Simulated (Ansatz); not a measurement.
Here is the system:

GaBO₃:
```cif
data_B6Ga6O18
_chemical_formula_sum 'Ga6 B6 O18'
_space_group_name_H-M_alt 'R-3c :H'
_space_group_IT_number 167
_space_group_name_Hall '-R 3 2"c'
_cell_length_a 4.58489
_cell_length_b 4.58489
_cell_length_c 14.17500
_cell_angle_alpha 90.000
_cell_angle_beta 90.000
_cell_angle_gamma 120.000
loop_
_atom_site_label
_atom_site_type_symbol
_atom_site_symmetry_multiplicity
_atom_site_Wyckoff_symbol
_atom_site_fract_x
_atom_site_fract_y
_atom_site_fract_z
_atom_site_occupancy
Ga1 Ga 6 b 0.00000 0.00000 0.00000 1
B1 B 6 a 0.00000 0.00000 0.25000 1
O1 O 18 e 0.30108 0.30108 0.25000 1
```
(The calculation used a cell of 10 atoms; values per cell refer to that cell.)

This is the PBEsol-relaxed structure.

Problem. All from DFT-PBEsol in the program Ansatz with PAW potentials, unless another level is named. Estimate the Debye temperature from the elastic constants.

Solution. 754 K.

Problem. Predict the zero-point energy.

Solution. 101.3 meV/atom.

Problem. Predict the vibrational entropy at 300 K.

Solution. 13.0 J/(K·mol of atoms).

The first step of the workflow began from a Materials Project structure, measured or hypothetical; the Crystallography Open Database files this formula in space group No. 167, but the cells were not matched. Its standing as an ambient phase is unchecked. The cell was relaxed with PBEsol under the symmetry of its start; phonons on a q-mesh show no instability.

Potentials: the later of the program's two PAW sets.
